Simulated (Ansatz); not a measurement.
Here is the system:

Lu2CdS4:
```yaml
crystal:
  lattice:
    - [0.00000, 5.52971, 5.52971]
    - [5.52971, 0.00000, 5.52971]
    - [5.52971, 5.52971, 0.00000]
  atoms:
    - { symbol: S, position: [0.88316, 0.88316, 0.88316] }
    - { symbol: S, position: [0.89949, 0.36684, 0.36684] }
    - { symbol: S, position: [0.88316, 0.88316, 0.35051] }
    - { symbol: S, position: [0.36684, 0.89949, 0.36684] }
    - { symbol: S, position: [0.35051, 0.88316, 0.88316] }
    - { symbol: S, position: [0.36684, 0.36684, 0.36684] }
    - { symbol: S, position: [0.88316, 0.35051, 0.88316] }
    - { symbol: S, position: [0.36684, 0.36684, 0.89949] }
    - { symbol: Lu, position: [0.12500, 0.12500, 0.12500] }
    - { symbol: Lu, position: [0.62500, 0.12500, 0.12500] }
    - { symbol: Lu, position: [0.12500, 0.12500, 0.62500] }
    - { symbol: Lu, position: [0.12500, 0.62500, 0.12500] }
    - { symbol: Cd, position: [0.50000, 0.50000, 0.50000] }
    - { symbol: Cd, position: [0.75000, 0.75000, 0.75000] }
```

This is the r²SCAN-relaxed structure.

All from r²SCAN (plane waves, PAW; program Ansatz), unless another level is named. Predict the electron effective mass with spin–orbit coupling.

0.25 mₑ (isotropic).

And the hole effective mass, band 1 of 3 at the edge?

0.86 along [100], 3.2 along [110], 1.7 along [111] (mₑ).

And the hole effective mass with spin–orbit coupling, band 2 of 2 at the edge?

0.34 along [100], 0.29 along [110], 0.28 along [111] (mₑ).

Give the hole effective mass, band 3 of 3 at the edge.

0.26 along [100], 0.21 along [110], 0.20 along [111] (mₑ).

Space group Fd-3m (spinel). The workflow started from an entry of the Crystallography Open Database (COD). Its standing as an ambient phase is unchecked. The cell was relaxed with r²SCAN under the symmetry of its start; whether a distortion lowers the energy is not shown. Spin–orbit coupling is left out wherever it is not named.

Potentials: the later of the program's two PAW sets.

Edges and masses are those of Kohn–Sham bands, whose gap is no quasiparticle gap.
